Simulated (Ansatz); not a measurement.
## Strain and the gap of LiMgBN2 (I-4m2)

LiMgBN2 (I-4m2) from a database structure, relaxed with r2SCAN in Ansatz 0.2.0. Space group I-4m2 (No. 119), tetragonal; a = 3.770 Å, c = 8.857 Å in the conventional setting, 12.59 Å³ an atom. Li is surrounded by 4 N at 2.08 Å; Mg is surrounded by 4 N at 2.08 Å; B is surrounded by 2 N at 1.34 Å; N is surrounded by 1 B at 1.34 Å and 2 Li at 2.08 Å and 2 Mg at 2.08 Å.

The axes x, y and z are those of this cell:
```
CELL_PARAMETERS angstrom
-1.88510 1.88510 4.42852
1.88510 -1.88510 4.42852
1.88510 1.88510 -4.42852
ATOMIC_POSITIONS crystal
Li 0.25000 0.75000 0.50000
Mg 0.75000 0.25000 0.50000
B 0.50000 0.50000 0.00000
N 0.65089 0.65089 0.00000
N 0.34911 0.34911 0.00000
```

Unstrained: PBE gives an indirect gap of 2.699 eV, from M to Γ; the least direct gap is 3.597 eV at M. With r2SCAN the valence top lies at M and the conduction bottom at Γ, 2.971 eV higher; the smallest vertical gap, at M, is 3.899 eV. The HSE06 gap is indirect, 3.823 eV (M to Γ), below the direct gap of 4.699 eV at M. Meshes: PBE 10×10×10, r2SCAN 10×10×10, HSE06 6×6×6. Strains are changes of length per length, and xy shears are angles. After each strain the atoms were relaxed again with r2SCAN within the symmetry that the strain leaves, so tilts or polar shifts that break it weren't tested; points keep the names that they have in the unstrained zone. No spin polarisation and no zero-point or thermal motion.

Changes of the least gap in eV (an overlap counts as a negative gap):
```
                                      strain  volume change (%)  space group     PBE  r2SCAN   HSE06  energy rise, r2SCAN (meV/atom)
           isotropic +3.65 % on every length              +11.4        I-4m2  -0.249  -0.248  -0.278                            37.5
xy shear, engineering strain (angle) -4.71 %               -0.1         F222  -0.107  -0.107  -0.109                             5.3
                    uniaxial +1.51 % along y               +1.5         Imm2  -0.072  -0.074  -0.076                             1.1
```

Isotropic +3.65 % on every length. HSE06: the gap goes from 3.823 to 3.545 eV (-0.278 eV). Stress change with r2SCAN, compression positive: xx -6.85, yy -6.85, zz -9.38 GPa. For HSE06, dE_g/d ln V = -2.6 eV over this step.

Xy shear, engineering strain (angle) -4.71 %. HSE06: the gap goes from 3.823 to 3.714 eV (-0.109 eV). Stress change with r2SCAN, compression positive: xx +0.01, yy +0.01, zz +0.07, xy +2.85 GPa.

Uniaxial +1.51 % along y, other directions held. HSE06: the gap goes from 3.823 to 3.747 eV (-0.076 eV). Stress change with r2SCAN, compression positive: xx -0.76, yy -1.80, zz -0.99 GPa.
